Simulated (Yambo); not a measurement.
Cs₂PtH₆ (space group Fm-3m, No. 225): one transition space (4×4×4 mesh, 9 valence and 14 conduction bands, Tamm-Dancoff) with different kernels in Yambo, on PBEsol orbitals; field along x. BSE alone uses the static screening with 88 bands and a 3 Ry block; its scissor and those of RPA and TDDFT come from G0W0, that of the TDHF-type run from bare exchange.

```csv
kernel,scissor (eV),direct gap with it (eV),lowest state (eV),rough cost
BSE (screened electron-hole attraction),2.22,6.06,4.90 (dark),1 (with the screening)
"TDHF-type (unscreened attraction, exchange-only scissor)",6.66,10.50,4.25 (dark),within a factor of two
```

Costs are rough.

These are vertical excitations (zero momentum). Spin singlets only. Strong means a line over 3 % of the spectrum's maximum, dark under 0.03 %. Absolute energies carry the error of the G0W0 scissor, whose convergence isn't established. Convergence of the binding with the mesh was not shown.

Spin-orbit coupling is not included.

Geometry of the Materials Project entry, not relaxed at this level; primitive cell a = 6.344 Å, b = 6.344 Å, c = 6.344 Å, α = 60.00°, β = 60.00°, γ = 60.00°.

The structure is a Materials Project entry; no match was found in the copy of COD used, and its stability was not checked.
